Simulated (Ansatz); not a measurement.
# Mo3Si: changing the functional

The cell as given:

```cif
data_structure
_symmetry_space_group_name_H-M 'Pm-3n'
_symmetry_Int_Tables_number 223
_cell_length_a 4.8890
_cell_length_b 4.8890
_cell_length_c 4.8890
_cell_angle_alpha 90.000
_cell_angle_beta 90.000
_cell_angle_gamma 90.000
_cell_volume 116.86
loop_
_atom_site_label
_atom_site_type_symbol
_atom_site_symmetry_multiplicity
_atom_site_Wyckoff_symbol
_atom_site_fract_x
_atom_site_fract_y
_atom_site_fract_z
_atom_site_occupancy
Mo1 Mo 6 c 0.00000 0.50000 0.25000 1
Si1 Si 2 a 0.50000 0.50000 0.50000 1
```

Kept alike: task relaxation of cell and atoms; k mesh 6 × 6 × 6; occupations fermi-dirac, width 0.05 eV; no spin polarisation. Program: Ansatz, Ansatz PAW. Cutoffs run from 420 to 500 eV. The mesh is that of the run's cell of 8 atoms. No spin-orbit coupling.

| functional | volume (Å³/atom) |
| --- | --- |
| BLYP | 15.377 |
| LDA | 14.120 |
| PBE | 14.766 |
| PBEsol | 14.362 |
| RPBE | 14.965 |
| r2SCAN | 14.573 |
| revPBE | 14.909 |

The relaxations keep at least the cell's symmetry (Pm-3n). For a metal such a mesh leaves the last digits unconverged. Relaxations stop with a little pressure left, so the last digits of a volume or edge aren't settled. All rows use potentials made for PBE.

Problem. What does the functional change here?

Solution. The volume runs from 14.120 (LDA) to 15.377 Å³/atom (BLYP). From PBE: BLYP +0.611; LDA -0.646; PBEsol -0.404; RPBE +0.199; r2SCAN -0.193; revPBE +0.143.
